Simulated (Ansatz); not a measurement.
One crystal and one scan (energy over volume and axial ratio) at two levels, PBE (plane waves to 420 eV, PAW, scalar-relativistic; Ansatz, a program for electronic structure) and r2SCAN (plane waves to 500 eV, PAW, scalar-relativistic; Ansatz), each from its own relaxed cell and on its own mesh. The cell shown is that of PBE.

SiC (wurtzite)

```
SiC
1.0
    3.09192     0.00000     0.00000
   -1.54596     2.67768     0.00000
    0.00000     0.00000     5.07421
Si C
2 2
Direct
  0.66667   0.33333   0.00052
  0.33333   0.66667   0.50052
  0.66667   0.33333   0.62468
  0.33333   0.66667   0.12468
```

The relaxed cell is deformed in two ways at once: its volume V is scaled, and at that volume it is stretched along z (the c axis of the conventional cell) so that c/a changes. Fractional atomic positions are held.

The energy includes the smearing's −TS. SiC was relaxed with its symmetry unable to fall. The PAW data are Ansatz's earlier set. As the atoms are clamped, bonds stretch with the cell, which overstates energies and stresses. Percentages come from the unrounded values. Both scans cover V/V₀ from 0.920 to 1.080 and (c/a)/(c/a)₀ from 0.960 to 1.040.

| quantity | PBE | r2SCAN | PBE − r2SCAN |
|---|---|---|---|
| Lattice constant a (Å) | 3.092 | 3.075 | +0.017 (+0.5 %) |
| Lattice constant c (Å) | 5.074 | 5.049 | +0.025 (+0.5 %) |
| Relaxed volume (Å³/atom) | 10.50 | 10.34 | +0.16 (+1.6 %) |
| Modulus against c/a change at fixed volume, (3/4V)·∂²E/∂(ln c/a)² (fit, atoms clamped) (GPa) | 269 | 291 | -22 (-8 %) |

PBE gives the higher value for: lattice constant a; lattice constant c; relaxed volume. PBE gives the lower value for: modulus against c/a change at fixed volume.

(A scan under strain: stresses follow from slopes of the energy per volume, elastic moduli from its curvatures.)
